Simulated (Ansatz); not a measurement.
The start is a generated trial cell of Mg3Sb2 in the A-La2O3 structure type. Cell shape, volume and atoms are optimised at zero target pressure with r2SCAN (plane waves to 500 eV, PAW, scalar-relativistic; Ansatz, an electronic-structure program). The first steps use a coarse 8×8×5 k-mesh.

Starting cell:
```
CELL_PARAMETERS angstrom
      4.59602     0.00000     0.00000
     -2.29801     3.98027     0.00000
      0.00000     0.00000     7.16130
ATOMIC_POSITIONS crystal
  Sb 0.33333 0.66667 0.24670
  Sb 0.66667 0.33333 0.75330
  Mg 0.00000 0.00000 0.00000
  Mg 0.33333 0.66667 0.64700
  Mg 0.66667 0.33333 0.35300
```

### Question
Which atoms feel the largest initial force, and how large is it?

### Answer
0.79 eV/Å, on Sb1, Sb2 (atoms numbered as listed).

### Question
By how much does the energy per atom fall from start to end?

### Answer
0.025 eV/atom.

The space group stays P-3m1 (No. 164) (the run could not lower it), with 5 atoms in the primitive cell. Final values are on a 12×12×7 k-mesh of the relaxed cell. No spin polarisation in the result.

The run could not lose the symmetry of its start; a randomly shaken copy of 5 atoms returns to this structure.
